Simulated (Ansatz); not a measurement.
Structures of AgAs2: which is lowest?

Plane-wave DFT in Ansatz with scalar-relativistic PAW potentials, cutoff 420 eV, Γ-centred meshes chosen by cell and gap, Gaussian smearing with energies taken to zero width. Every cell was relaxed (cell and atoms) in a run of its own, within the symmetry of its start. Functional: PBE.

Relaxed structures (starts from databases or built by putting these elements on another compound's sites):
A. I4/mmm, 3 atoms in the computed cell, a = 3.732 Å, c = 8.926 Å; sites (symmetry × multiplicity) Ag 4/mmm × 2, As 4mm × 4; start: built
B. P6/mmm, 3 atoms in the computed cell, a = 4.916 Å, c = 2.793 Å; sites (symmetry × multiplicity) Ag 6/mmm × 1, As -6m2 × 2; start: built

Task: Rank them by energy. Could pressure change the order?

Result:
| structure | group | E − E(lowest) (meV/atom) | V (Å³/atom) | gap on mesh (eV) |
| --- | --- | --- | --- | --- |
| B | P6/mmm | 0.0 | 19.48 | 0.00 |
| A | I4/mmm | 13.1 | 20.72 | 0.00 |

B is lowest, 13 meV/atom under A. The lowest is also the densest of these, so pressure wouldn't bring one of the others in at first order. Other structures may lie lower than all of these, and vibrations aren't counted.